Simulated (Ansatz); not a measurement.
## A plane-wave run on Rb2NaRhF6

Input file of Ansatz 0.2.0:

```yaml
crystal:
  lattice:
    - [0.003066, 4.181972, 4.342192]
    - [4.216115, 0.016953, 4.328305]
    - [4.237036, 4.189006, -0.003968]
  atoms:
    - { symbol: Na, position: [0.493472, 0.508435, 0.504903] }
    - { symbol: Rh, position: [0.999247, 0.998051, 0.994549] }
    - { symbol: Rb, position: [0.280449, 0.244971, 0.240271] }
    - { symbol: Rb, position: [0.748025, 0.740887, 0.765678] }
    - { symbol: F, position: [0.78345, 0.238088, 0.222834] }
    - { symbol: F, position: [0.242128, 0.753821, 0.229047] }
    - { symbol: F, position: [0.228797, 0.745365, 0.766024] }
    - { symbol: F, position: [0.742767, 0.237671, 0.766592] }
    - { symbol: F, position: [0.241784, 0.222866, 0.767995] }
    - { symbol: F, position: [0.770767, 0.761313, 0.231901] }
kpoints:
  mp_grid: { grid: [4, 4, 4], shift: [0.0, 0.5, 0.5] }
magnetization:
  spin_polarized: false
scf:
  occupations: { method: fermi_dirac, width: 0.0248 }
  lower_state_search: "off"
  max_iter: 200
hamiltonian:
  pseudopotentials: { kind: paw }
  xc: r2scan
basis:
  ecutwfc: 500
  fft_grid_basis: typed
output:
  forces: true
  stress: true
  eigenvalues: true
  bader: true
  populations: true
  elf: true
  write_potential: true
  volumetric_format: npy
  dos:
    e_range: [-12, 8]
    de: 0.05
    projected: { site_lists: { F: [F], Na: [Na], Rb: [Rb], Rh: [Rh] } }
checkpoint:
  read: saved_state
```

The saved state is an earlier solution for the same cell, perhaps on another mesh. 

Excerpt of what it printed:

```
Pseudopotentials: kind: paw
Pseudopotential: Na, paw, valence charge 9, recommended cutoff 500 eV (meta_gga), Na.paw.azcp
Pseudopotential: Rh, paw, valence charge 17, recommended cutoff 500 eV (meta_gga), Rh.paw.azcp
Pseudopotential: Rb, paw, valence charge 9, recommended cutoff 500 eV (meta_gga), Rb.paw.azcp
Pseudopotential: F, paw, valence charge 7, recommended cutoff 500 eV (meta_gga), F.paw.azcp
Functional definition: r2SCAN
  exchange = r2scan_x(k0 = k0, k1 = k1, a1 = a1)
  correlation = r2scan_c
Crystal: 10 atoms, lattice volume = 153.085 Å³
Basis set: ecut = 500 eV, 3835 PW (Γ), exchange–correlation on 180×180×180 points (64 copies of the dense FFT grid, shifted against one another)
Bands: 53, of which v1, the nominal top of the filled ones, is band 43 counted from 1 (42 counted from 0)
Symmetry: 1 space group operations
Space group: P1 (ITA 1), of the structure as read, at distance tolerance 5.3e-5 Å
k-points: 32 of 64 (time reversal used)
Initial density: read from a saved state, or passed on in memory by an earlier SCF of this step, an earlier step, the calling program or the single point that the run made first
Functional: x = r2scan, c = r2scan; τ floored in thin density (d = 2e-4 eV/Å³)
SCF iter   1: F=-19327.4232 eV  Δρ=1.83e-3  dr2=6.65e-4  dr2_τ=1.09e-3
SCF iter   2: F=-19327.4236 eV  Δρ=9.37e-4  dr2=1.74e-4  dr2_τ=3.55e-4
SCF iter   3: F=-19327.4237 eV  Δρ=4.18e-4  dr2=4.25e-5  dr2_τ=6.68e-5
SCF iter   4: F=-19327.4238 eV  Δρ=6.39e-5  dr2=5.89e-6  dr2_τ=8.05e-7
SCF iter   5: F=-19327.4238 eV  Δρ=3.22e-5  dr2=7.46e-7  dr2_τ=2.61e-7
SCF iter   6: F=-19327.4238 eV  Δρ=9.88e-6  dr2=1.03e-7  dr2_τ=1.93e-8
SCF iter   7: F=-19327.4238 eV  Δρ=2.43e-6  dr2=9.25e-9  dr2_τ=1.58e-9
Free energy (F): -19327.4238 eV
Harris-Foulkes:  -19327.4238 eV  (|F-HF|=2.55e-11)
Internal energy: -19327.4238 eV  (E = F + TS)
E sigma→0 (E₀):  -19327.4238 eV
Fermi energy:    6.0265 eV
--- Per-component energies (eV) ---
  E_band       = -902.3316
  E_kinetic    = 2326.2126
  E_local      = -8909.0052  (includes V_loc(G=0)·N_el)
  E_nonlocal   = 1254.0905
  E_hartree    = 3259.0799
  E_xc         = -979.3160
  E_vxc        = -1367.9727  (∫ρ·V_xc dr)
  E_paw        = -10358.7644  (= ΣΔE_a)
  E_vpaw       = -816.8343  (= ΣTr[D̂ρ^β])
  E_aug_tail   = 0.0069  (compensation charges beyond the density's cutoff)
  E_vtau       = 93.0098  (kinetic-family band-sum trace: ∫τ·v_τ [+ j·A + Jᵃ·Aᵃ] dr)
  E_ewald      = -5918.8498
  E_core_change = -0.8784  (= ΣΔE_core)
  E_smearing   =  0.0000  (= −TS)
--- Forces (eV/Å), atoms counted from 1 ---
  atom   1  Na    -0.4846    -0.1137    -0.0097
  atom   2  Rh    -0.4479     0.2126    -0.0274
  atom   3  Rb     0.1384    -0.1632    -0.2636
  atom   4  Rb    -0.1198    -0.1151     0.0958
  atom   5  F     -0.0324    -0.0326    -0.1606
  atom   6  F      0.0381    -0.3069     0.0615
  atom   7  F      0.9519    -0.0752     0.1756
  atom   8  F     -0.0747     0.8390     0.2256
  atom   9  F     -0.0824    -0.2130    -0.5043
  atom  10  F      0.1137    -0.0320     0.4068
--- Stress (GPa, compression-positive) ---
       -0.5712      -0.1271      -0.3241
       -0.1271      -0.4728      -0.2396
       -0.3241      -0.2396      -2.7392
  P = ⅓ Tr σ = -1.2611 GPa (-12.611 kbar)
--- Bader charges: 10 sites ---
  site symbol  charge [e]  shift [e]
     0     Na      0.9058     0.0004
     1     Rh      1.6330     0.0009
     2     Rb      0.9095     0.0000
     3     Rb      0.9099     0.0000
     4      F     -0.7156     0.0001
     5      F     -0.7210     0.0000
     6      F     -0.7356     0.0004
     7      F     -0.7310     0.0003
     8      F     -0.7282     0.0004
     9      F     -0.7268     0.0003
```

Origin: a strained cell with displaced atoms, so it need not be a known compound.
